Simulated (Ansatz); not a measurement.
All numbers below come from DFT PBE, scalar-relativistic, plane waves, PAW (Ansatz). All cells share a 420 eV cutoff and Γ-centred k meshes spaced at most about 0.3 Å⁻¹ (about 0.25 or finer for metals, 2π included). No spin polarisation in the final relaxations.

These are static total energies at zero pressure. Lower structures may exist.

Question: Order these relaxed structures of HfMoC₂ by energy, lowest first, with the energy over the lowest of them.
1.

```
CELL_PARAMETERS angstrom
1.58594 0.91564 5.20858
-1.58594 0.91564 5.20858
0.00000 -1.83129 5.20858
ATOMIC_POSITIONS crystal
Hf 0.00000 0.00000 0.00000
Mo 0.50000 0.50000 0.50000
C 0.24629 0.24629 0.24629
C 0.75371 0.75371 0.75371
```

2.

```
CELL_PARAMETERS angstrom
3.15533 0.00000 0.00000
-1.57767 2.73260 0.00000
0.00000 0.00000 5.54271
ATOMIC_POSITIONS crystal
Hf 0.00000 0.00000 0.00000
Mo 0.00000 0.00000 0.50000
C 0.33333 0.66667 0.73599
C 0.66667 0.33333 0.26401
```

3.

```
CELL_PARAMETERS angstrom
3.18658 0.00000 0.00000
0.00000 3.18658 0.00000
0.00000 0.00000 4.47972
ATOMIC_POSITIONS crystal
Hf 0.00000 0.00000 0.00000
Mo 0.50000 0.50000 0.50000
C 0.00000 0.00000 0.50000
C 0.50000 0.50000 0.00000
```

Answer: 1 (0 meV/atom), 3 (79 meV/atom), 2 (372 meV/atom). Forms: 1 Hf and Mo ordered on rock salt sites, R-3m; 3 Hf and Mo ordered on rock salt sites, P4/mmm; 2 P-3m1. Counting C atoms around Hf and Mo (those within 1.25 times the shortest such distance or 1.15 times the sum of covalent radii): cell 1 has Hf 6, Mo 6; cell 3 has Hf 6, Mo 6; cell 2 has Hf 6, Mo 6.

Spin–orbit coupling, which can matter for Hf, is left out. The P4/mmm cell at 11.4 Å³/atom was relaxed from a Materials Project cell. Cells relaxed within their symmetry can be saddle points. Some structure types and database cells were kept out of the candidates from the start, so a known form may be missing.
